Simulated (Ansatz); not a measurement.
The cell below derives from a database structure.

Input and command of a plane-wave DFT calculation in Ansatz:

```yaml
crystal:
  lattice:
    - [-4.1732838959, 4.1732838959, 3.1079070746]
    - [4.1732838959, -4.1732838959, 3.1079070746]
    - [4.1732838959, 4.1732838959, -3.1079070746]
  atoms:
    - { symbol: Bi, position: [0.375, 0.6250399317, 0.7500399317] }
    - { symbol: Bi, position: [0.875, 0.6249600683, 0.2499600683] }
    - { symbol: Bi, position: [0.3749600683, 0.125, 0.7499600683] }
    - { symbol: Bi, position: [0.3750399317, 0.625, 0.2500399317] }
    - { symbol: Te, position: [0.0, 0.0, 0.0] }
    - { symbol: Te, position: [0.75, 0.25, 0.5] }
basis:
  ecutwfc: 420
kpoints:
  mp_grid: { grid: [8, 8, 8] }
hamiltonian:
  xc: pbe
scf:
  occupations: { method: gaussian, width: 0.1 }
output:
  forces: true
  stress: true
  eigenvalues: true
relax:
  adjacent_minimum: "off"
  f_tol: 0.01
  max_steps: 80
  cell: { stress_tol: 0.05 }
```

```bash
ansatz run input.yaml --threads 1 --pin off --max-ram 2560MiB --backend cpu --events-out ev --progress --plain --runs-dir out
```

Processor: Arm Neoverse V1, 1 thread, on a host shared with other jobs.

Problem. Estimate time, memory and problem size.

Solution. About 2.7 min, peak memory 0.76 GiB. It solves 56 bands at 59 k points (after reduction by symmetry) with about 4199 plane waves (on the last cell), in 13 SCF iterations over 2 ionic steps.
